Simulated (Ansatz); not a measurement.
Relaxation of a generated cell, NiGe built in the CsCl structure type; 2 atoms in the cell, which starts as Pm-3m (No. 221), cP2; a = b = c = 2.881 Å, α = β = γ = 90.00°. Method: r2SCAN (plane waves to 500 eV, PAW, scalar-relativistic; Ansatz, a program for electronic structure). Γ-centred k-mesh 8×8×8 on the run's cell (coarser than for final values), Fermi–Dirac smearing 0.05 eV. This is the first round of the run. Spin-polarised start, with parallel moments on Ni.

The optimiser's lines from the output (shortened; P is positive under compression):

```
relax step   1: F+E_penalty+E_count = -10148.07728218 eV  Δ(F+E_penalty+E_count) = +0.000e0 eV  max|allowed force component| = 2.028e-29 eV/Å  Δτ_max = 0.0000 Å  P = +9.946 GPa  Ω = 23.924 Å³  (16 SCF iters, dr2 threshold 1.00e-7 eV, accepted)
relax step   2: F+E_penalty+E_count = -10148.11351672 eV  Δ(F+E_penalty+E_count) = -3.623e-2 eV  max|allowed force component| = 3.583e-30 eV/Å  Δτ_max = 0.0000 Å  P = +3.557 GPa  Ω = 24.812 Å³  (13 SCF iters, dr2 threshold 2.00e-7 eV, accepted)
relax step   3: F+E_penalty+E_count = -10148.11909444 eV  Δ(F+E_penalty+E_count) = -5.578e-3 eV  max|allowed force component| = 1.200e-30 eV/Å  Δτ_max = 0.0000 Å  P = +0.181 GPa  Ω = 25.335 Å³  (12 SCF iters, dr2 threshold 2.00e-7 eV, accepted)
relax step   4: F+E_penalty+E_count = -10148.11908677 eV  Δ(F+E_penalty+E_count) = +7.672e-6 eV  max|allowed force component| = 8.875e-31 eV/Å  Δτ_max = 0.0000 Å  P = +0.004 GPa  Ω = 25.364 Å³  (9 SCF iters, dr2 threshold 8.23e-8 eV, accepted)
relax step   5: F+E_penalty+E_count = -10148.12054767 eV  Δ(F+E_penalty+E_count) = -1.461e-3 eV  max|allowed force component| = 1.282e-30 eV/Å  Δτ_max = 0.0000 Å  P = +0.050 GPa  Ω = 25.364 Å³  stress off target by 4.97e-2 GPa  SCF on the basis re-selected at this cell (its energy is not comparable with the rows above)  (14 SCF iters)
relax step   6: F+E_penalty+E_count = -10148.12054205 eV  Δ(F+E_penalty+E_count) = +5.618e-6 eV  max|allowed force component| = 2.745e-30 eV/Å  Δτ_max = 0.0000 Å  P = +0.000 GPa  Ω = 25.372 Å³  (9 SCF iters, dr2 threshold 6.17e-9 eV, accepted)
relax step   7: F+E_penalty+E_count = -10148.12054205 eV  Δ(F+E_penalty+E_count) = -6.639e-10 eV  max|allowed force component| = 1.019e-30 eV/Å  Δτ_max = 0.0000 Å  P = +0.000 GPa  Ω = 25.372 Å³  stress off target by 3.35e-4 GPa  SCF on the basis re-selected at this cell (its energy is not comparable with the rows above)  (13 SCF iters)
```

From the first to the last row the energy changes by -0.02 eV/atom and the volume by +6.1 %. The last row is marked as not comparable with the walk above it, whose basis was carried along; it does compare with step 1, since both stand on a basis selected at the nominal cutoff for their own cell.

Later rounds, restarted from the end of this one on a renewed k-mesh, logged 4 more steps and released under 0.01 eV/atom more. The final structure after all rounds: Pm-3m (No. 221), cP2, CsCl type; a = b = c = 2.9357 Å, α = β = γ = 90.00°. Between re-selections the logged energies stand on a plane-wave basis carried along with the cell. No spin polarisation in the result: the starting moments vanished. A magnetic state may lie lower.

The run could not lose the symmetry of its start; a randomly shaken copy of 4 atoms returns to this structure.

All atoms sit on sites fixed by symmetry, so only the cell could relax.

The relaxed structure here is a generated cell of NiGe: the first start was made by placing the elements on the sites of a structure type, and the end was not matched to a known phase here, so it may be hypothetical.
